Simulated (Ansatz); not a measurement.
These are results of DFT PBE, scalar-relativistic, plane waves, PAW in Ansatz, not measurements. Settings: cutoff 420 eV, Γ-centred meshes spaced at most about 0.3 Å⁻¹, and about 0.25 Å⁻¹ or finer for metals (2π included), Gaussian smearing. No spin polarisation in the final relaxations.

All energies are static (0 K, no zero-point motion).

Compare these two cells of Zr₄ScO, each relaxed at this level.

A.

```yaml
crystal:
  lattice:
    - [0.00000, 4.49185, 4.49185]
    - [4.49185, 0.00000, 4.49185]
    - [4.49185, 4.49185, 0.00000]
  atoms:
    - { symbol: Zr, position: [0.15186, 0.61605, 0.61605] }
    - { symbol: Zr, position: [0.61605, 0.15186, 0.61605] }
    - { symbol: Zr, position: [0.61605, 0.61605, 0.15186] }
    - { symbol: Zr, position: [0.61605, 0.61605, 0.61605] }
    - { symbol: Sc, position: [0.25000, 0.25000, 0.25000] }
    - { symbol: O, position: [0.75000, 0.75000, 0.75000] }
```

B.

```yaml
crystal:
  lattice:
    - [3.07870, 0.00000, 0.00000]
    - [0.00000, 5.83719, 0.00000]
    - [0.00000, 0.00000, 7.74640]
  atoms:
    - { symbol: Zr, position: [0.50000, 0.00000, 0.67986] }
    - { symbol: Zr, position: [0.50000, 0.50000, 0.30296] }
    - { symbol: Zr, position: [0.50000, 0.50000, 0.69704] }
    - { symbol: Zr, position: [0.50000, 0.00000, 0.32014] }
    - { symbol: Sc, position: [0.00000, 0.00000, 0.00000] }
    - { symbol: O, position: [0.00000, 0.50000, 0.50000] }
```

Problem. Which is lower in energy, and by how much?

Solution. B is lower, by 141 meV/atom. A has space group F-43m (No. 216), 30.2 Å³/atom and no gap on its mesh; B has space group Pmmm (No. 47), 23.2 Å³/atom and no gap. The denser one is the lower, and pressure would at first widen the difference. In A, Zr is surrounded by 1 O at 2.08 Å, 3 Zr at 2.95 Å, 3 Zr at 3.40 Å and 3 Sc at 3.70 Å; around Sc lie 12 Zr at 3.70 Å; around O lie 4 Zr at 2.08 Å. In B, around Zr on its first site lie 5 Zr at 2.79–3.08 Å and 2 Sc at 2.92 Å; Sc has 4 Zr at 2.92 Å and 2 Sc at 3.08 Å; around O lie 4 Zr at 2.17 Å; 1 more site not described. Both come from invented guesses. A third cell relaxed alike, in P4/mmm, lies 0.43 eV/atom below the lower of the two.

Cells relaxed within their symmetry can be saddle points.
